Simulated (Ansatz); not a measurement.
LaGaSi:
```
CELL_PARAMETERS angstrom
     -2.16492     2.16492     7.18007
      2.16492    -2.16492     7.18007
      2.16492     2.16492    -7.18007
ATOMIC_POSITIONS crystal
  La 0.62456 0.12456 0.50000
  La 0.87456 0.87456 0.00000
  Ga 0.04165 0.54165 0.50000
  Ga 0.29165 0.29165 0.00000
  Si 0.45878 0.45878 0.00000
  Si 0.20878 0.70878 0.50000
```

Relaxed with r²SCAN. Special points in fractions of this cell's reciprocal vectors: Γ (0.000, 0.000, 0.000); X (0.000, 0.000, 0.500); P (0.250, 0.250, 0.250); N (0.000, 0.500, 0.000); M (0.500, 0.500, -0.500); S (0.273, 0.727, -0.273); S0 (-0.273, 0.273, 0.273); R (-0.045, 0.045, 0.500); G (0.500, 0.500, -0.045).

Question: List the band energies nearest the Fermi level at these points for the program Ansatz at the r²SCAN level (PAW).

Answer: In eV from the Fermi level; about four levels below and three above (degenerate sets whole), none deeper than 8.9 eV; points with the same levels are listed once.

| k | below | above |
|---|---|---|
| Γ | -1.82 -1.71 -1.71 -0.33 | 0.11 0.75 1.32 |
| X | -2.41 -2.41 -1.32 -1.32 | 1.39 1.39 2.13 2.13 |
| P | -2.41 -2.41 -1.32 -1.32 | 1.33 1.33 2.21 2.21 |
| N | -1.50 -0.92 -0.26 -0.07 | 0.25 1.35 1.66 |
| M | -1.81 -1.81 -1.52 -1.52 | 1.13 1.13 1.57 1.57 |
| S | -2.10 -1.71 -1.38 -0.43 | 0.13 0.81 1.36 |
| R | -2.40 -2.40 -1.34 -1.34 | 1.36 1.36 2.13 2.13 |

Space group I4_1md. The workflow started from a Materials Project entry (that database holds measured and hypothetical structures alike); the Crystallography Open Database copy checked does not list it. With Ga and Si taken as one species the cell has the higher symmetry I4_1/amd, so it may be an ordered model of a mixed-site phase. Whether it is the stable phase at ambient conditions was not checked. Symmetry was held in the r²SCAN relaxation; whether a distortion lowers the energy is not shown. Spin–orbit coupling is left out wherever it is not named.

Potentials: the later of the program's two PAW sets.
